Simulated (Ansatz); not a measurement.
# CdS with Cl replacing S: do the settings matter for the field gradients?

This input was run with Ansatz:

```yaml
crystal:
  lattice:
    - [8.3, 0.0, 0.0]
    - [-6.225, 10.7820162771, 0.0]
    - [0.0, 0.0, 13.474]
  atoms:
    - { symbol: Cd, position: [0.1666666666, 0.2222222222, 0.0] }
    - { symbol: Cd, position: [0.1666666666, 0.2222222222, 0.5] }
    - { symbol: Cd, position: [0.1666666666, 0.5555555556, 0.0] }
    - { symbol: Cd, position: [0.1666666666, 0.5555555556, 0.5] }
    - { symbol: Cd, position: [0.1666666666, 0.8888888889, 0.0] }
    - { symbol: Cd, position: [0.1666666666, 0.8888888889, 0.5] }
    - { symbol: Cd, position: [0.6666666666, 0.2222222222, 0.0] }
    - { symbol: Cd, position: [0.6666666666, 0.2222222222, 0.5] }
    - { symbol: Cd, position: [0.6666666666, 0.5555555556, 0.0] }
    - { symbol: Cd, position: [0.6666666666, 0.5555555556, 0.5] }
    - { symbol: Cd, position: [0.6666666666, 0.8888888889, 0.0] }
    - { symbol: Cd, position: [0.6666666666, 0.8888888889, 0.5] }
    - { symbol: Cd, position: [0.3333333334, 0.1111111111, 0.25] }
    - { symbol: Cd, position: [0.3333333334, 0.1111111111, 0.75] }
    - { symbol: Cd, position: [0.3333333334, 0.4444444444, 0.25] }
    - { symbol: Cd, position: [0.3333333334, 0.4444444444, 0.75] }
    - { symbol: Cd, position: [0.3333333334, 0.7777777778, 0.25] }
    - { symbol: Cd, position: [0.3333333334, 0.7777777778, 0.75] }
    - { symbol: Cd, position: [0.8333333334, 0.1111111111, 0.25] }
    - { symbol: Cd, position: [0.8333333334, 0.1111111111, 0.75] }
    - { symbol: Cd, position: [0.8333333334, 0.4444444444, 0.25] }
    - { symbol: Cd, position: [0.8333333334, 0.4444444444, 0.75] }
    - { symbol: Cd, position: [0.8333333334, 0.7777777778, 0.25] }
    - { symbol: Cd, position: [0.8333333334, 0.7777777778, 0.75] }
    - { symbol: Cl, position: [0.1666666666, 0.2222222222, 0.1875] }
    - { symbol: S, position: [0.1666666666, 0.2222222222, 0.6875] }
    - { symbol: S, position: [0.1666666666, 0.5555555556, 0.1875] }
    - { symbol: S, position: [0.1666666666, 0.5555555556, 0.6875] }
    - { symbol: S, position: [0.1666666666, 0.8888888889, 0.1875] }
    - { symbol: S, position: [0.1666666666, 0.8888888889, 0.6875] }
    - { symbol: S, position: [0.6666666666, 0.2222222222, 0.1875] }
    - { symbol: S, position: [0.6666666666, 0.2222222222, 0.6875] }
    - { symbol: S, position: [0.6666666666, 0.5555555556, 0.1875] }
    - { symbol: S, position: [0.6666666666, 0.5555555556, 0.6875] }
    - { symbol: S, position: [0.6666666666, 0.8888888889, 0.1875] }
    - { symbol: S, position: [0.6666666666, 0.8888888889, 0.6875] }
    - { symbol: S, position: [0.3333333334, 0.1111111111, 0.4375] }
    - { symbol: S, position: [0.3333333334, 0.1111111111, 0.9375] }
    - { symbol: S, position: [0.3333333334, 0.4444444444, 0.4375] }
    - { symbol: S, position: [0.3333333334, 0.4444444444, 0.9375] }
    - { symbol: S, position: [0.3333333334, 0.7777777778, 0.4375] }
    - { symbol: S, position: [0.3333333334, 0.7777777778, 0.9375] }
    - { symbol: S, position: [0.8333333334, 0.1111111111, 0.4375] }
    - { symbol: S, position: [0.8333333334, 0.1111111111, 0.9375] }
    - { symbol: S, position: [0.8333333334, 0.4444444444, 0.4375] }
    - { symbol: S, position: [0.8333333334, 0.4444444444, 0.9375] }
    - { symbol: S, position: [0.8333333334, 0.7777777778, 0.4375] }
    - { symbol: S, position: [0.8333333334, 0.7777777778, 0.9375] }
total_charge: 2
kpoints:
  mp_grid: { grid: [4, 2, 2], shift: [0.5, 0.5, 0.5] }
scf:
  occupations: { method: fermi_dirac, width: 0.01 }
hamiltonian:
  xc: pbe
  pseudopotentials: { kind: paw }
output:
  forces: true
  stress: true
  populations: true
  efg:
    quadrupole_moments_barn: { Cl: -0.08112, S: -0.0694 }
    contact_densities: true
```

It converged. Of its output the block on the nuclei alone is shown, without the SCF iterations, energies, forces and stress (one atom of each set, the first 14 sets):

```
--- PAW observables at the nuclei: V_zz in 10²¹ V/m², potentials from the cell's mean, atoms counted from 1 ---
  atom   1  Cd V_zz =    +8.967517   η = 0.0109   by run symmetry: allowed
            electrostatic potential = -7703.555335 V   contact ρ = 1035900.279985 e/Å³
  atom   2  Cd V_zz =    -0.688002   η = 0.1296   by run symmetry: allowed
            electrostatic potential = -7704.015318 V   contact ρ = 1035900.287293 e/Å³
  atom   3  Cd V_zz =    -0.399653   η = 0.8992   by run symmetry: allowed
            electrostatic potential = -7704.049207 V   contact ρ = 1035900.262028 e/Å³
  atom   4  Cd V_zz =    -0.764369   η = 0.8944   by run symmetry: allowed
            electrostatic potential = -7704.066882 V   contact ρ = 1035900.068973 e/Å³
  atom   5  Cd V_zz =    -0.369942   η = 0.9455   by run symmetry: allowed
            electrostatic potential = -7704.049550 V   contact ρ = 1035900.307209 e/Å³
  atom   6  Cd V_zz =    -0.731152   η = 0.9248   by run symmetry: allowed
            electrostatic potential = -7704.065513 V   contact ρ = 1035900.125516 e/Å³
  atom   7  Cd V_zz =    -0.365115   η = 0.4720   by run symmetry: allowed
            electrostatic potential = -7703.998645 V   contact ρ = 1035900.301287 e/Å³
  atom   8  Cd V_zz =    -0.861831   η = 0.5115   by run symmetry: allowed
            electrostatic potential = -7704.032754 V   contact ρ = 1035900.002791 e/Å³
  atom   9  Cd V_zz =    +0.523461   η = 0.7335   by run symmetry: allowed
            electrostatic potential = -7704.053426 V   contact ρ = 1035900.269707 e/Å³
  atom  10  Cd V_zz =    +0.806791   η = 0.9242   by run symmetry: allowed
            electrostatic potential = -7704.067008 V   contact ρ = 1035900.081136 e/Å³
  atom  11  Cd V_zz =    -0.405892   η = 0.8390   by run symmetry: allowed
            electrostatic potential = -7704.053754 V   contact ρ = 1035900.340809 e/Å³
  atom  12  Cd V_zz =    -0.723534   η = 0.8905   by run symmetry: allowed
            electrostatic potential = -7704.065517 V   contact ρ = 1035900.166182 e/Å³
  atom  13  Cd V_zz =    +9.294163   η = 0.1509   by run symmetry: allowed
            electrostatic potential = -7703.509287 V   contact ρ = 1035899.804736 e/Å³
  atom  14  Cd V_zz =    -0.181838   η = 0.3457   by run symmetry: allowed
            electrostatic potential = -7704.038358 V   contact ρ = 1035900.194266 e/Å³
```

Question: Can these gradients be trusted, and how do they compare with a run on standard settings?

Answer: Only as results of these settings. Against the standard input the change is `total_charge`: 1 → 2; `kpoints.mp_grid.grid`: [3, 2, 2] → [4, 2, 2]; `kpoints.mp_grid.shift`: not typed → [0.5, 0.5, 0.5]. A site carries the number of its first atom; V_zz in 10²¹ V/m².

| site | atom | V_zz standard | η standard | V_zz here | η here |
| --- | --- | --- | --- | --- | --- |
| Cd1 | 1 | 9.61 | 0.01 | 8.97 | 0.01 |
| Cd14 | 14 | 0.78 | 0.25 | -0.18 | 0.35 |
| Cd15 | 15 | 9.93 | 0.10 | 9.51 | 0.07 |
| Cd16 | 16 | 0.73 | 0.26 | -0.24 | 0.34 |
| Cd19 | 19 | 9.64 | 0.18 | 9.34 | 0.15 |
| Cd20 | 20 | 0.77 | 0.26 | 0.34 | 0.48 |
| Cl | 25 | 0.32 | 0.21 | 0.22 | 0.75 |
| S26 | 26 | 0.58 | 0.18 | 0.76 | 0.51 |
| S28 | 28 | 0.45 | 0.44 | 0.88 | 0.59 |
| S30 | 30 | 0.48 | 0.65 | 0.94 | 0.60 |
| S31 | 31 | 2.74 | 0.17 | 2.46 | 0.15 |
| S32 | 32 | 0.64 | 0.39 | 0.74 | 0.49 |
| S34 | 34 | 0.45 | 0.44 | 0.90 | 0.56 |
| S36 | 36 | 0.48 | 0.65 | 0.88 | 0.77 |
| S39 | 39 | 2.09 | 0.20 | 1.32 | 0.40 |
| S40 | 40 | 1.88 | 0.02 | 1.51 | 0.49 |
| S41 | 41 | 0.43 | 0.46 | 0.44 | 0.12 |
| S45 | 45 | 0.44 | 0.20 | 0.45 | 0.34 |

The largest change of V_zz along a kept axis is on S39, from 2.09 to 1.32. The whole tensor moves most on S36, by 1.25 along its most changed direction. In per cent, |V_zz| changes by -7 to -3 on Cd, -37 to -10 on S (all sites that start above 2). Where |V_zz| stays above 0.1 and the axes keep their order, η moves most on Cl, from 0.21 to 0.75. On S39, Cd7, Cd9 (not all in the table) V_xx and V_yy change places (or their axes turn by over 50°), so the two values of η hide a larger change. On Cd14, Cd20, Cd16, S32, S26, S36, S30, S28 and 14 more sites (not all in the table) the largest principal value lies along another axis in the second run, so the two V_zz can't be compared directly. The table leaves out 30 of the 48 sites, with |V_zz| up to 9.61; their tensors move by 0.74 at most along any direction. The statements above cover all sites. The changed cell holds a charge of +2 on a uniform background, so it isn't the same centre. It has an odd number of electrons and no spin polarisation, so the extra carrier is shared by both spins and spread out, where a real one carries spin and can localise. The gap no longer holds the Fermi energy in the changed run, so its gradients also hang on the k-mesh and the smearing. SCF iterations: 8 and 16.

On the reference run: The defect repeats with the cell of 48 atoms, so it feels its images: sites between two images don't show the values beside a lone defect, and zeros or small values of η there can come from the images' arrangement. Cd and S carry a gradient in the pure host already, so the values there aren't the defect's effect alone. A uniform background compensates the cell's charge. Without spin–orbit coupling (the program notes it for Cd) the gradients can shift somewhat, as the gap is small. The neighbours have not yet relaxed around the defect (largest force 1.4 eV/Å), so a real crystal will differ.
